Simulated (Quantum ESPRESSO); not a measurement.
## Band energies of LiBr at +1 % isotropic strain

```
LiBr
1.0
    0.00000     2.73189     2.73189
    2.73189     0.00000     2.73189
    2.73189     2.73189     0.00000
Li Br
1 1
Direct
  0.00000   0.00000   0.00000
  0.50000   0.50000   0.50000
```

norm-conserving PBEsol (Quantum ESPRESSO, 74 Ry, without SOC); path ΓXWKΓLUWLK,UX; energies in eV from the valence-band maximum.

| k (1/Å) | point | band 1 | band 2 | band 3 | band 4 | band 5 | band 6 | band 7 | band 8 |
|---|---|---|---|---|---|---|---|---|---|
| 0.00 | Γ | -43.67 | -13.54 | -0.01 | -0.01 | -0.01 | 4.85 | 10.42 | 10.42 |
| 0.21 |  | -43.67 | -13.49 | -0.32 | -0.12 | -0.12 | 5.31 | 9.79 | 10.45 |
| 0.52 |  | -43.66 | -13.26 | -1.47 | -0.57 | -0.57 | 7.00 | 8.28 | 8.34 |
| 0.84 |  | -43.66 | -12.97 | -2.57 | -1.02 | -1.02 | 6.55 | 7.26 | 10.05 |
| 1.15 | X | -43.66 | -12.83 | -3.03 | -1.20 | -1.20 | 6.18 | 6.92 | 11.65 |
| 1.50 |  | -43.66 | -12.84 | -2.73 | -1.69 | -1.20 | 6.94 | 7.96 | 10.11 |
| 1.73 | W | -43.66 | -12.84 | -2.26 | -2.26 | -1.20 | 8.02 | 8.52 | 9.37 |
| 1.86 |  | -43.66 | -12.84 | -2.45 | -2.06 | -1.14 | 7.46 | 8.78 | 9.20 |
| 2.13 | K | -43.66 | -12.85 | -2.62 | -1.94 | -0.91 | 6.55 | 8.66 | 10.31 |
| 2.23 |  | -43.66 | -12.88 | -2.40 | -2.15 | -0.76 | 6.64 | 9.22 | 9.73 |
| 2.54 |  | -43.66 | -13.04 | -2.29 | -1.56 | -0.31 | 6.83 | 8.73 | 9.10 |
| 2.84 |  | -43.66 | -13.29 | -1.58 | -0.68 | -0.04 | 6.38 | 8.90 | 9.10 |
| 3.15 |  | -43.67 | -13.49 | -0.40 | -0.12 | 0.00 | 5.25 | 9.81 | 10.33 |
| 3.35 | Γ | -43.67 | -13.54 | -0.01 | -0.01 | -0.01 | 4.85 | 10.42 | 10.42 |
| 3.45 |  | -43.67 | -13.52 | -0.12 | -0.01 | -0.01 | 4.96 | 10.22 | 10.44 |
| 3.75 |  | -43.66 | -13.38 | -1.30 | -0.11 | -0.11 | 5.79 | 9.47 | 9.60 |
| 3.95 |  | -43.66 | -13.22 | -2.18 | -0.19 | -0.19 | 5.81 | 8.76 | 8.76 |
| 4.25 |  | -43.66 | -13.05 | -2.96 | -0.28 | -0.28 | 5.50 | 8.08 | 8.08 |
| 4.35 | L | -43.66 | -13.04 | -3.01 | -0.28 | -0.28 | 5.47 | 8.04 | 8.04 |
| 4.55 |  | -43.66 | -13.01 | -2.94 | -0.66 | -0.37 | 5.96 | 7.97 | 8.32 |
| 4.85 |  | -43.66 | -12.90 | -2.61 | -1.78 | -0.71 | 6.66 | 8.76 | 9.48 |
| 5.05 | U | -43.66 | -12.85 | -2.62 | -1.94 | -0.91 | 6.55 | 8.66 | 10.31 |
| 5.15 |  | -43.66 | -12.85 | -2.59 | -1.95 | -0.96 | 6.69 | 8.68 | 10.03 |
| 5.46 | W | -43.66 | -12.84 | -2.26 | -2.26 | -1.20 | 8.02 | 8.52 | 9.37 |
| 5.76 |  | -43.66 | -12.90 | -2.58 | -1.76 | -0.82 | 7.43 | 7.84 | 9.59 |
| 6.07 |  | -43.66 | -13.01 | -2.94 | -0.67 | -0.38 | 5.97 | 7.94 | 8.34 |
| 6.27 | L | -43.66 | -13.04 | -3.01 | -0.28 | -0.28 | 5.47 | 8.04 | 8.04 |
| 6.36 |  | -43.66 | -13.03 | -3.00 | -0.36 | -0.30 | 5.58 | 8.02 | 8.09 |
| 6.62 |  | -43.66 | -12.96 | -2.80 | -1.24 | -0.53 | 6.53 | 8.11 | 8.83 |
| 6.89 |  | -43.66 | -12.87 | -2.55 | -1.99 | -0.83 | 6.60 | 8.93 | 9.97 |
| 6.98 | K | -43.66 | -12.85 | -2.62 | -1.94 | -0.91 | 6.55 | 8.66 | 10.31 |
| 6.98 | U | -43.66 | -12.85 | -2.62 | -1.94 | -0.91 | 6.55 | 8.66 | 10.31 |
| 7.08 |  | -43.66 | -12.84 | -2.79 | -1.69 | -1.03 | 6.46 | 7.97 | 10.95 |
| 7.38 | X | -43.66 | -12.83 | -3.03 | -1.20 | -1.20 | 6.18 | 6.92 | 11.65 |

The PBEsol gap is 4.85 eV and nearly direct: the edges lie at 83 % of the way from K to Γ and Γ, the smallest direct gap within 0.02 eV of it. Another valence extremum on the path lies within 0.02 eV, too close to call.

Spin-orbit splittings are left out.

Geometry strained from the cell relaxed with PBEsol, atoms relaxed again.
